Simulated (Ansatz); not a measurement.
Task: TiO2 in space group Pbca (No. 61; Ti on 8c, O on 8c, O on 8c) is relaxed with DFT-PBEsol in the program Ansatz with PAW potentials. What lattice parameters of the conventional cell result?

Result: a = 5.120 Å, b = 9.167 Å, c = 5.439 Å.

Task: Give the free coordinates with the occupied sites.

Result: In one choice of origin and axes:

| atom | site | symmetry | x | y | z |
|---|---|---|---|---|---|
| Ti | 8c | 1 | 0.1381 | 0.3711 | 0.4046 |
| O | 8c | 1 | 0.3158 | 0.4897 | 0.1485 |
| O | 8c | 1 | 0.4646 | 0.2700 | 0.3908 |

Task: Is it a metal or does it have a gap at this level?

Result: A gap of 2.34 eV, direct.

Symmetry was held in the PBEsol relaxation. No spin polarisation was allowed.

Potentials: the later of the program's two PAW sets.
